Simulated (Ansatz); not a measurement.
Heated and quenched cell Zn8Al12O32Ga4

Ansatz, PAW, plane waves. PBEsol relaxation at the Γ point alone; single points on the relaxed atoms at the Γ point alone. Arrangement: random. No spin–orbit coupling unless named.

Relaxed structure:

```
Zn Al O Ga
1.0
     8.55292    0.00000    0.00000
     0.00000    8.55292    0.00000
     0.00000    0.00000    8.55292
Zn Al O Ga
8 12 32 4
Direct
  0.83725 0.21404 0.39674
  0.35963 0.82976 0.29291
  0.21377 0.55133 0.02066
  0.18093 0.14433 0.28022
  0.86632 0.00026 0.85536
  0.64605 0.88594 0.11629
  0.52589 0.02272 0.51685
  0.97729 0.70272 0.70147
  0.53167 0.18344 0.20451
  0.55770 0.53724 0.98164
  0.99309 0.89111 0.24990
  0.88823 0.68351 0.00687
  0.25551 0.87311 0.97611
  0.48743 0.62927 0.57954
  0.35562 0.30476 0.54696
  0.35439 0.49034 0.30447
  0.46750 0.11533 0.85363
  0.74798 0.41830 0.69696
  0.03643 0.52389 0.28892
  0.57921 0.80017 0.81825
  0.45964 0.29858 0.36188
  0.73245 0.21587 0.17641
  0.41521 0.16168 0.04174
  0.87446 0.88487 0.07852
  0.17411 0.36211 0.30272
  0.20942 0.64492 0.25654
  0.98247 0.49849 0.07144
  0.40385 0.46812 0.09460
  0.99303 0.91826 0.67829
  0.49066 0.20563 0.66787
  0.17967 0.22096 0.61928
  0.29635 0.99155 0.44931
  0.18094 0.94276 0.15682
  0.45123 0.79776 0.01005
  0.50381 0.65117 0.35408
  0.32580 0.50638 0.53661
  0.67158 0.53848 0.55586
  0.77900 0.72380 0.83432
  0.53053 0.82942 0.62004
  0.70264 0.62543 0.11293
  0.55535 0.99162 0.29112
  0.92311 0.71279 0.33571
  0.86537 0.42897 0.35014
  0.98491 0.05511 0.36594
  0.81533 0.23166 0.62673
  0.95118 0.48781 0.72050
  0.97719 0.19522 0.91670
  0.68850 0.39013 0.89746
  0.10918 0.72680 0.92585
  0.63859 0.99703 0.87505
  0.48921 0.60228 0.79653
  0.30065 0.98645 0.80957
  0.17966 0.99971 0.62537
  0.84810 0.32347 0.03648
  0.72428 0.59418 0.34296
  0.00859 0.28216 0.71976
```

Question: What are the mean bond lengths by pair (pairs within 1.2 times the sum of covalent radii, less contacts 15 % beyond the pair's median; cation–cation pairs of compounds aside; long ionic contacts are cut short by that bound)?

Answer: Al–O 1.824 ± 0.073 Å (standard deviation, 54 bonds); Ga–O 1.878 ± 0.062 Å (standard deviation, 17 bonds); O–Zn 2.011 ± 0.104 Å (standard deviation, 32 bonds).

Question: What gap lies between the top filled and the lowest empty level in the single points?

Answer: HSE06 4.02 eV (11 s on NVIDIA GB300).
